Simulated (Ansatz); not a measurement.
Computed with DFT PBE, scalar-relativistic, plane waves, PAW (Ansatz). All cells share a 420 eV cutoff and Γ-centred k meshes spaced at most about 0.3 Å⁻¹ (about 0.25 or finer for metals, 2π included). Collinear spin in cells that started with moments and kept them past the coarse steps, no spin elsewhere.

These are static total energies at zero pressure.

Two relaxed structures of WSe4:

A. (no spin)

```
W Se
1.0
     4.90667    0.00000    0.00000
     0.00000    4.90667    0.00000
     0.00000    0.00000    4.90667
W Se
1 4
Direct
  0.00000 0.00000 0.00000
  0.50000 0.00000 0.00000
  0.00000 0.50000 0.00000
  0.00000 0.00000 0.50000
  0.50000 0.50000 0.50000
```

B. (site moments W 0.8 μB)

```
W Se
1.0
    -3.06833    3.06833    3.06833
     3.06833   -3.06833    3.06833
     3.06833    3.06833   -3.06833
W Se
1 4
Direct
  0.00000 0.00000 0.00000
  0.50000 0.50000 0.50000
  0.00000 0.00000 0.50000
  0.00000 0.50000 0.00000
  0.50000 0.00000 0.00000
```

Task: Which would you expect to be lower, and how large is the difference?

Result: A is lower, by 141 meV/atom. A has space group Pm-3m (No. 221), 23.6 Å³/atom and no gap on its mesh; B has space group Im-3m (No. 229), 23.1 Å³/atom and no gap. Counting Se atoms around W (those within 1.25 times the shortest such distance or 1.15 times the sum of covalent radii), A has W 6 and B has W 8. Their magnetic states differ too. Even the lower one lies +0.45 eV/atom against the reference forms of the elements (uncorrected), so neither is stable at this level. Both come from invented guesses. A third cell relaxed alike, in P-43m, lies 297 meV/atom below the lower of the two.

These runs have no spin–orbit coupling, which can matter for W. The magnetic state reached may not be the lowest. Cells relaxed within their symmetry can be saddle points. Some types were kept out of the candidates beforehand, so the set may lack a known form.
